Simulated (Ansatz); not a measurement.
A generator proposed this cell of NaHf₄S.

```
Na Hf S
1.0
     4.42223    0.00000    0.00000
     0.00000    4.42223    0.00000
     0.00000    0.00000    4.42223
Na Hf S
1 4 1
Direct
  0.50000 0.50000 0.50000
  0.20502 0.20502 0.20502
  0.79498 0.79498 0.20502
  0.79498 0.20502 0.79498
  0.20502 0.79498 0.79498
  0.00000 0.00000 0.00000
```

Method: DFT PBE, scalar-relativistic, plane waves, PAW (Ansatz). Settings: cutoff 420 eV, Γ-centred mesh 4×4×4 on the computed 6-atom cell, Gaussian smearing of 0.10 eV; no spin polarisation.

Formation energies are uncorrected and refer to the elements' standard structures at the same level.

Problem. What does a single point on this coarse mesh give?

Solution. The pressure is 242.6 GPa (it wants to expand), the largest force is 52.56 eV/Å, and the energy is +9.98 eV/atom against the elements. The shortest distance is 1.57 Å, so close that the PAW spheres overlap strongly and these values are rough.

Problem. How much does it gain on relaxing, and where does it end?

Solution. Relaxing gains about 8.6 eV/atom (the start's value is from the coarse mesh, so the gain is rough) in 14 ionic steps and ends at +1.42 eV/atom on the finer mesh. The symmetry stays P-43m (No. 215). The volume per atom grows by 92.8 %, from 14.4 to 27.8 Å³. The shortest distance goes from 1.57 Å (Hf–S) to 2.26 Å (Hf–S). Conventional cell: a = 5.504 Å. Na has 4 Hf at 2.50 Å; Hf is surrounded by 1 S at 2.26 Å, 1 Na at 2.50 Å and 9 Hf at 3.70–3.90 Å; S is surrounded by 4 Hf at 2.26 Å.

The last run used an 8×8×8 mesh for its 6-atom cell and Gaussian smearing of 0.10 eV. These runs have no spin–orbit coupling, which can matter for Hf. The cell is a metal run without spin; a magnetic state may lie lower. The reference form of S is held partly by dispersion forces, which this level lacks. The relaxation can't lower the symmetry of the start. A structure relaxed within its symmetry needn't be a true minimum.
